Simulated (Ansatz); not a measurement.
The elements of this relaxed trial crystal are hidden behind letters.

```
lattice vectors (Å)
   9.2938    0.0000    0.0000
   0.0000    9.2938    0.0000
   0.0000    0.0000    3.7437
fractional positions
X 0.2594 0.2594 0.0000
X 0.7406 0.2594 0.0000
X 0.7406 0.7406 0.0000
X 0.2594 0.7406 0.0000
Z 0.0000 0.0000 0.0000
Q 0.0000 0.5000 0.5000
Q 0.5000 0.0000 0.5000
```

Method: DFT PBE, scalar-relativistic, plane waves, PAW (Ansatz 0.2.0). Cutoff 420 eV, Γ-centred 4×4×10 mesh (7-atom cell), Gaussian smearing of 0.10 eV, no spin polarisation.

```
Space group                               : P4/mmm (No. 123)
Conventional cell                         : a = 9.294 Å, c = 3.744 Å
Volume per atom                           : 46.19 Å³
Density                                   : 3.34 g/cm³
Energy over the elements                  : −0.09 eV/atom
Gap on the 4×4×10 mesh of the 7-atom cell : 0 eV (a metal)
```

Energies are uncorrected and count from the elements' standard states at the same level.

Q: X is an s-block element of period 5, Z is a d-block element of period 4 and Q is a p-block element of period 5. Which elements are they?

A: X = Rb, Z = Zn, Q = Sb, so the formula is Rb4ZnSb2. Density times volume gives a mean mass of 3.34 × 46.19/1.6605 = 92.9 u per atom, and this set has 93.0 u. Rb is surrounded by 1 Zn at 3.41 Å, 2 Rb at 3.74 Å, 4 Sb at 3.78 Å, 2 Rb at 4.47 Å and 2 Rb at 4.82 Å; around Zn lie 4 Rb at 3.41 Å and 2 Zn at 3.74 Å; Sb is surrounded by 2 Sb at 3.74 Å and 8 Rb at 3.78 Å. Other sets within the hints have nearly the same mass, so mass alone doesn't settle it; this one was computed.

These runs have no spin–orbit coupling, which can matter for Sb. A structure relaxed within its symmetry needn't be a true minimum.
